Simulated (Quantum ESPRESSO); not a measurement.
RbCl has the cubic space group Pm-3m (No. 221), the CsCl type structure, Pearson symbol cP2. Conventional cell: a = 3.8278 Å, b = 3.8278 Å, c = 3.8278 Å, α = 90.00°, β = 90.00°, γ = 90.00°. Cl on 1b has 8 Rb at 3.315 Å (cubic). Rb on 1a is surrounded by 8 Cl at 3.315 Å (cubic). (Neighbours: up to the widest gap in distance over summed covalent radii, below 1.35, at either atom; cation-cation contacts left out.)

The PBEsol cell relaxed from Materials Project entry mp-23299 was given an isotropic strain of -1.5 % on all lattice vectors, and the atoms were relaxed again.

Question: What does norm-conserving PBEsol (Quantum ESPRESSO, 58 Ry, scalar-relativistic) give for the electronic structure near the Fermi level?

Answer: The PBEsol gap is indirect, 5.16 eV, from M to Γ; the smallest direct gap is 5.24 eV. 

This is not the ordinary phase of the substance.
